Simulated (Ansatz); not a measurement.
## Every step of a relaxation of bcc Nb (110), 5 layers

DFT, r2SCAN, PAW with Ansatz's default frozen-core files, scalar-relativistic (Ansatz 0.2.0); a Γ-centred 15×15×1 k mesh, Fermi–Dirac smearing of 0.05 eV, no spin polarisation. The run relaxes the atoms in the fixed cell.

Command: `ansatz run input.yaml --threads 2 --pin off --max-ram 4096MiB --backend cpu --events-out ev --progress --plain --runs-dir out` It took 100 s on 2 threads of Intel(R) Xeon(R) 6975P-C (Granite Rapids), on a shared host, peak memory 1.3 GiB.

```yaml
crystal:
  lattice:
    - [2.8618455844, 0.0, 0.0]
    - [-0.9539485281, 2.6981738926, 0.0]
    - [0.0, 0.0, 25.3467]
  atoms:
    - { symbol: Nb, position: [0.0, 0.0, 0.3156219837] }
    - { symbol: Nb, position: [0.5, 0.5, 0.4078109916] }
    - { symbol: Nb, position: [0.0, 0.0, 0.5] }
    - { symbol: Nb, position: [0.5, 0.5, 0.5921890084] }
    - { symbol: Nb, position: [0.0, 0.0, 0.6843780163] }
kpoints:
  mp_grid: { grid: [15, 15, 1] }
scf:
  occupations: { method: fermi_dirac, width: 0.05 }
hamiltonian:
  xc: r2scan
  pseudopotentials: { kind: paw }
output:
  forces: true
  stress: true
  eigenvalues: true
  write_density: true
  write_potential: true
  elf: true
  volumetric_format: npy
relax:
  f_tol: 0.01
  max_steps: 40
efield:
  axis: 3
  amplitude: 0
  dipole_correction: true
```

Each step lists its free energy a cell above the last geometry, and Cartesian positions (Å) with forces (eV/Å).

The first step:

```
step 1  dF = 52.75 meV
  Nb 0.0000 0.0000 8.0000   0.0000 0.0000 0.4319
  Nb 0.9539 1.3491 10.3367   0.0000 0.0000 -0.3475
  Nb 0.0000 0.0000 12.6733   0.0000 0.0000 0.0000
  Nb 0.9539 1.3491 15.0100   0.0000 0.0000 0.3475
  Nb 0.0000 0.0000 17.3467   0.0000 0.0000 -0.4319
```

The PAW files were made under PBE.

**Question.** Where does the relaxation end, and by which steps?

**Answer.** After 3 geometries, with a shortest distance of 2.770 Å. The further steps:
```
step 2  dF = 36.79 meV
  Nb 0.0000 0.0000 8.1934   0.0000 0.0000 -0.4671
  Nb 0.9539 1.3491 10.3342   0.0000 0.0000 0.4444
  Nb 0.0000 0.0000 12.6733   0.0000 0.0000 0.0000
  Nb 0.9539 1.3491 15.0125   0.0000 0.0000 -0.4444
  Nb 0.0000 0.0000 17.1533   0.0000 0.0000 0.4671
step 3  dF = 0.00 meV
  Nb 0.0000 0.0000 8.1198   0.0000 0.0000 -0.0019
  Nb 0.9539 1.3491 10.3435   0.0000 0.0000 -0.0045
  Nb 0.0000 0.0000 12.6733   0.0000 0.0000 0.0000
  Nb 0.9539 1.3491 15.0032   0.0000 0.0000 0.0045
  Nb 0.0000 0.0000 17.2269   0.0000 0.0000 0.0019
step 4  dF = 0.00 meV  (same geometry, solved once more)
  Nb 0.0000 0.0000 8.1198   0.0000 0.0000 -0.0013
  Nb 0.9539 1.3491 10.3435   0.0000 0.0000 -0.0035
  Nb 0.0000 0.0000 12.6733   0.0000 0.0000 0.0000
  Nb 0.9539 1.3491 15.0032   0.0000 0.0000 0.0035
  Nb 0.0000 0.0000 17.2269   0.0000 0.0000 0.0013
```
